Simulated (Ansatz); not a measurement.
Relaxed-ion elastic tensor of AlP (zinc blende, F-43m) in GPa (Voigt order), DFT-LDA in the program Ansatz with PAW potentials; density 2.40 g/cm³, 20.06 Å³ per atom.

```
 132  68.8  68.8   0.0   0.0   0.0
68.8   132  68.8   0.0   0.0   0.0
68.8  68.8   132   0.0   0.0   0.0
 0.0   0.0   0.0  61.5   0.0   0.0
 0.0   0.0   0.0   0.0  61.5   0.0
 0.0   0.0   0.0   0.0   0.0  61.5
```

Is the crystal mechanically stable?

Yes: the smallest eigenvalue of C is 61.5 GPa.

Work out the Voigt, Reuss and Hill averages.

K_V = 90.0, K_R = 90.0, K_H = 90.0; G_V = 49.7, G_R = 44.8, G_H = 47.2 GPa.

Give Young's modulus, Poisson's ratio, Pugh's ratio and the universal anisotropy index.

E = 9KG/(3K + G) = 121 GPa; ν = 0.28; K/G = 1.91 (ductile by the Pugh limit of 1.75); A_U = 5G_V/G_R + K_V/K_R − 6 = 0.54.

Estimate the sound speeds and the Debye temperature.

v_l = √((K + 4G/3)/ρ) = 7990 m/s, v_t = √(G/ρ) = 4440 m/s, mean 4940 m/s; Θ = (h/k)(3n/4πV)^(1/3) v_m = 541 K.

Give the Zener ratio and Young's modulus along [100], [110] and [111].

A = 2C44/(C11 − C12) = 1.93; 1/E = S11 − 2(S11 − S12 − S44/2)Γ with Γ = 0, 1/4, 1/3 gives 85.4, 126, 150 GPa.

Symmetry was held in the LDA relaxation.

Potentials: the earlier of the program's two PAW sets. The files were generated under PBE; for other functionals the program regenerates the frozen cores, and for LDA and PBEsol the local potential too.
